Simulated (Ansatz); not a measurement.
Task: Each is relaxed and computed with plane-wave PAW LDA (Ansatz code). Which is the only metal?
A. TiB2, P6/mmm (Ti on 1a, B on 2d)
B. BaTiO3, cubic perovskite
C. BN, P6_3/mmc (B on 4f, N on 4f)
D. CsTiAlO4, Imm2 (Pearson symbol oI28)

Result: A, TiB2, P6/mmm (Ti on 1a, B on 2d). TiB2: metal; BN: gap 3.68 eV (indirect); BaTiO3: gap 1.83 eV (indirect); CsTiAlO4: gap 4.06 eV (indirect). Built on a structure type that need not be the filed one of that space group: BN, P6_3/mmc (B on 4f, N on 4f). Not the usual ambient phase: BN, P6_3/mmc (B on 4f, N on 4f); BaTiO3, cubic perovskite. Standing as an ambient phase not checked: CsTiAlO4, Imm2 (Pearson symbol oI28). Weakly bound layers, chains or molecules computed without a dispersion correction, so cells and soft constants are ill determined: BN, P6_3/mmc (B on 4f, N on 4f). Unstable at this level: BaTiO3, cubic perovskite. All cells were relaxed under the symmetry of their starts (and spin orders); stability against distortions was not tested throughout. Rows with no word on spin ran without spin polarisation. Scalar-relativistic: spin–orbit coupling is off unless named, which matters more the heavier the elements.

Potentials: the later of the program's two PAW sets.
